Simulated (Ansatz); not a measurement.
A trial structure of PdRhC6N6 was built thus: cyanide-bridged rock-salt net of two metals, 0 guest cations a cell (Fm-3m, No. 225). The dimensions are guesses.

```cif
data_structure
_symmetry_space_group_name_H-M 'Fm-3m'
_symmetry_Int_Tables_number 225
_cell_length_a 10.2340
_cell_length_b 10.2340
_cell_length_c 10.2340
_cell_angle_alpha 90.000
_cell_angle_beta 90.000
_cell_angle_gamma 90.000
_cell_volume 1071.86
loop_
_atom_site_label
_atom_site_type_symbol
_atom_site_symmetry_multiplicity
_atom_site_Wyckoff_symbol
_atom_site_fract_x
_atom_site_fract_y
_atom_site_fract_z
_atom_site_occupancy
Pd1 Pd 4 b 0.50000 0.00000 0.00000 1
Rh1 Rh 4 a 0.00000 0.00000 0.00000 1
C1 C 24 e 0.18732 0.00000 0.00000 1
N1 N 24 e 0.30164 0.00000 0.00000 1
```

These are results of Ansatz, DFT PBE, scalar-relativistic, plane waves, PAW, not measurements. Cutoff 420 eV, Gaussian smearing, Γ-centred meshes. Cell and atoms relax first on a coarse mesh and then on a finer one. In between, the cell is made exact in the group found at 0.06 Å. In metals the finer mesh still leaves noise of several meV/atom or more. The steps can't lower the symmetry of their start. Collinear spin, starting moments Rh 1.0 μB.

A guess keeps its type if space group and coordination stay and the shape of the cell changes little (axis ratios within about 15 %, angles within 6°); the volume may change.

Question: Does this structure survive the relaxation?

Answer: It keeps its type. The symmetry stays Fm-3m (No. 225). The volume per atom grows by 7.1 %, from 19.1 to 20.5 Å³. The shortest distance goes from 1.17 Å (C–N) to 1.16 Å (C–N). Counting neighbours within 15 % of an atom's shortest distance, the start has C 1, N 1, Pd 6, Rh 6 and the end C 1, N 1, Pd 6, Rh 6.

The zero of energy is the elements' standard structures at the same level (N₂ as a molecule); no fitted shifts are applied.

Question: At what energy does it end?

Answer: +0.48 eV/atom. The separate elements lie lower, so it is unstable against them.

The last run used collinear spin, a 6×6×6 mesh for its 14-atom cell and Gaussian smearing of 0.10 eV. The reference form of C is held partly by dispersion forces, which this level lacks. Another magnetic order may lie lower. Symmetry constrained the relaxation, so the result can be a saddle point.
